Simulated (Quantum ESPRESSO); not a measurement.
# Moving one atom in AlSi3C3N

These are calculations, not measurements. They come from pw.x of Quantum ESPRESSO 7.5, a plane-wave density functional program, with PseudoDojo standard norm-conserving files (v0.5 for PBE, v0.4.1 for LDA and PBEsol). The cells are made up: elements, strain and atom displacements were drawn at random, and nothing was relaxed. There is no spin polarisation, spin-orbit coupling or dispersion term.

The cell has 8 sites of a wurtzite lattice (rectangular cell). Sites 1 to 4 hold Al Si Si Si; sites 5 to 8 hold C C C N. Cell vectors in Å: (3.063, 0.000, 0.000); (0.000, 5.305, 0.000); (0.000, 0.000, 5.002). Settings: PBE, cutoff 1143 eV, 6 x 4 x 4 k mesh shifted by half a step, Fermi-Dirac smearing of 0.025 eV.

Each run shifts the C atom on site 7 along y and leaves all else fixed. Site 2 is one of its nearest neighbours. E is the free energy of the cell above the lowest run shown. The last column is band 17 less band 16 at Gamma, from a band step after each run.

```
run  shift (Å)  Fy on site 7 (eV/Å)  Fy on site 2 (eV/Å)  P (GPa)  E (meV)  level step at Gamma (eV)
  1    -0.1696                4.447               -0.884    13.88    324.9                     1.779
  2    -0.1448                3.818               -0.595    13.72    222.3                     1.811
  4    -0.0562                1.056                0.869    13.63      0.0                     1.924
  5     0.0303               -2.576                3.141    14.49     58.2                     2.031
  6     0.0918               -5.868                5.435    15.79    314.5                     2.108
  7     0.1453               -9.319                8.014    17.49    718.1                     2.176
  3    -0.1200                    ?                    ?        ?        ?                         ?
```

A rerun of one of these cells at 1437 eV and k mesh 8 x 6 x 6 moved values by no more than 0.002 eV in the cell's energy, 0.08 GPa in stress and 0.006 eV/Å in force.

## Worked fit

A parabola through the six runs shown gives Fy on site 7 = -1.181 - 45.16 u - 72.2 u² eV/Å, with u in Å and a scatter of 0.076 eV/Å. Minus the slope, 45.16 ± 1.44 eV/Å², is this atom's force constant along y at u = 0, with its periodic images moving too. The fitted force vanishes at u = -0.027 Å, where the energy should be lowest along this line. The error is the larger of the fit's own and the change that a cubic makes, rounded up.

## Withheld run

Question: what Fy on site 7 should run 3 give?

The fit gives 3.199 eV/Å. The calculation gave 3.130 eV/Å.

```
run  shift (Å)  Fy on site 7 (eV/Å)  Fy on site 2 (eV/Å)  P (GPa)  E (meV)  level step at Gamma (eV)
  3    -0.1200                3.130               -0.257    13.61    136.0                     1.843
```